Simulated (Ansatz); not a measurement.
BaO in space group P6_3/mmc (No. 194; Ba on 2d, O on 2c) at seven volumes, HSE06 in the plane-wave PAW code Ansatz, shape and atoms relaxed at each. One row is withheld.

| V (Å³/atom) | P (GPa) |
|---|---|
| 22.448 | 7.05 |
| 23.188 | 4.32 |
| 23.928 | 1.99 |
| 24.668 | 0.00 |
| 25.409 | -1.69 |
| 26.149 | -3.13 |
| 26.889 | ? |

Question: Fit the shown pressures and predict the withheld one.

Answer: Third-order Birch–Murnaghan: P = (3/2)B₀(x^(7/2) − x^(5/2))[1 + (3/4)(B′ − 4)(x − 1)] with x = (V₀/V)^(2/3). Least squares on the six rows gives V₀ = 24.670 Å³/atom, B₀ = 60.96 GPa, B′ = 4.30. At V = 26.889, x = 0.9442 and P = -4.36 GPa. The run itself gave -4.36 GPa.

The workflow started from a Materials Project entry (that database holds measured and hypothetical structures alike); the Crystallography Open Database copy checked does not list it. It is not the phase usual at ambient conditions (space group No. 225). Symmetry was held in the HSE06 relaxation; its stability against distortions is not shown here. Scalar-relativistic: spin–orbit coupling is off unless named, which matters more the heavier the elements.

Potentials: the later of the program's two PAW sets.
